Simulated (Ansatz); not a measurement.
Computed with Ansatz, DFT PBE, scalar-relativistic, plane waves, PAW. All cells share a 420 eV cutoff and Γ-centred k meshes spaced at most about 0.3 Å⁻¹ (about 0.25 or finer for metals, 2π included). No spin polarisation in the final relaxations.

Each of these unrelaxed guesses is relaxed in cell and atoms within its symmetry. A guess keeps its type if space group and coordination stay and the shape of the cell changes little (axis ratios within about 15 %, angles within 6°); the volume may change.

1. Rb3LuTe4

```cif
data_structure
_symmetry_space_group_name_H-M 'Pm-3m'
_symmetry_Int_Tables_number 221
_cell_length_a 6.5139
_cell_length_b 6.5139
_cell_length_c 6.5139
_cell_angle_alpha 90.000
_cell_angle_beta 90.000
_cell_angle_gamma 90.000
_cell_volume 276.39
loop_
_atom_site_label
_atom_site_type_symbol
_atom_site_symmetry_multiplicity
_atom_site_Wyckoff_symbol
_atom_site_fract_x
_atom_site_fract_y
_atom_site_fract_z
_atom_site_occupancy
Rb1 Rb 3 d 0.00000 0.00000 0.50000 1
Lu1 Lu 1 b 0.50000 0.50000 0.50000 1
Te1 Te 1 a 0.00000 0.00000 0.00000 1
Te2 Te 3 c 0.50000 0.50000 0.00000 1
```

2. Hf2BCl6

```cif
data_structure
_symmetry_space_group_name_H-M 'Fm-3m'
_symmetry_Int_Tables_number 225
_cell_length_a 7.9298
_cell_length_b 7.9298
_cell_length_c 7.9298
_cell_angle_alpha 90.000
_cell_angle_beta 90.000
_cell_angle_gamma 90.000
_cell_volume 498.64
loop_
_atom_site_label
_atom_site_type_symbol
_atom_site_symmetry_multiplicity
_atom_site_Wyckoff_symbol
_atom_site_fract_x
_atom_site_fract_y
_atom_site_fract_z
_atom_site_occupancy
Hf1 Hf 8 c 0.25000 0.75000 0.75000 1
B1 B 4 a 0.00000 0.00000 0.00000 1
Cl1 Cl 24 e 0.25000 0.00000 0.00000 1
```

3. LaSc2As4

```cif
data_structure
_symmetry_space_group_name_H-M 'P4'
_symmetry_Int_Tables_number 75
_cell_length_a 4.7769
_cell_length_b 4.7769
_cell_length_c 8.3757
_cell_angle_alpha 90.000
_cell_angle_beta 90.000
_cell_angle_gamma 90.000
_cell_volume 191.12
loop_
_atom_site_label
_atom_site_type_symbol
_atom_site_symmetry_multiplicity
_atom_site_Wyckoff_symbol
_atom_site_fract_x
_atom_site_fract_y
_atom_site_fract_z
_atom_site_occupancy
La1 La 1 a 0.00000 0.00000 0.92006 1
Sc1 Sc 2 c 0.00000 0.50000 0.05952 1
As1 As 4 d 0.21527 0.66090 0.27682 1
```

4. ZrZn4N

```cif
data_structure
_symmetry_space_group_name_H-M 'P6/mmm'
_symmetry_Int_Tables_number 191
_cell_length_a 3.4611
_cell_length_b 3.4611
_cell_length_c 7.0358
_cell_angle_alpha 90.000
_cell_angle_beta 90.000
_cell_angle_gamma 120.000
_cell_volume 72.99
loop_
_atom_site_label
_atom_site_type_symbol
_atom_site_symmetry_multiplicity
_atom_site_Wyckoff_symbol
_atom_site_fract_x
_atom_site_fract_y
_atom_site_fract_z
_atom_site_occupancy
Zr1 Zr 1 b 0.00000 0.00000 0.50000 1
Zn1 Zn 4 h 0.33333 0.66667 0.75959 1
N1 N 1 a 0.00000 0.00000 0.00000 1
```

Problem. Which guesses survive the relaxation?

Solution. Guesses 1 and 2 keep their type.

```tsv
guess	kept	start group	end group	V start (Å³/atom)	V end	b/a and c/a, end over start	nearest neighbours start	nearest neighbours end
1	yes	Pm-3m	Pm-3m	34.5	40.6	1.00, 1.00	Lu 6, Rb 6, Te 6	Lu 6, Rb 6, Te 6
2	yes	Fm-3m	Fm-3m	13.9	17.9	1.00, 1.00	B 6, Cl 1, Hf 12	B 6, Cl 1, Hf 12
3	no	P4	P4/mmm	27.3	22.1	-	As 3, La 4, Sc 2	As 8, La 12, Sc 10
4	no	P6/mmm	P6/mmm	12.2	15.1	1.00, 0.51	N 12, Zn 3, Zr 12	N 2, Zn 5, Zr 2
```

Neighbours count within 15 % of an atom's shortest distance; end groups are read at 0.02 Å (0.05 Å in metals).

These runs have no spin–orbit coupling, which can matter for Hf and Te. In Hf2BCl6 Fm-3m an odd number of electrons in the primitive cell allows no gap without spin; a larger cell or a magnetic state could open one. A magnetic state wasn't ruled out in cells without spin, among them Rb3LuTe4 Pm-3m, Hf2BCl6 Fm-3m. Cells relaxed within their symmetry can be saddle points.
